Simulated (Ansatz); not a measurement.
BiB (zinc blende, space group No. 216) at seven volumes, LDA in the plane-wave PAW code Ansatz, scaled uniformly. One row is withheld.

```csv
V (Å³/atom),P (GPa)
18.015,10.16
18.609,6.20
19.203,2.84
19.797,0.00
20.391,-2.41
20.984,?
21.578,-6.17
```

Q: Fit the shown pressures and predict the withheld one.

A: P = (3/2)B₀(x^(7/2) − x^(5/2))[1 + (3/4)(B′ − 4)(x − 1)] with x = (V₀/V)^(2/3). Least squares on the six rows gives V₀ = 19.797 Å³/atom, B₀ = 87.0 GPa, B′ = 4.52. At V = 20.984, x = 0.9619 and P = -4.44 GPa. The run itself gave -4.45 GPa.

Space group F-43m (zinc blende). The cell is a constructed one: a structure type filled with these elements; neither database checked (COD, Materials Project) lists it. Whether it is the stable phase at ambient conditions was not checked. The cell was relaxed with LDA under the symmetry of its start; of distortions, only those at the zone centre were tested. Scalar-relativistic: spin–orbit coupling is off unless named, which matters more the heavier the elements.

Potentials: the later of the program's two PAW sets.
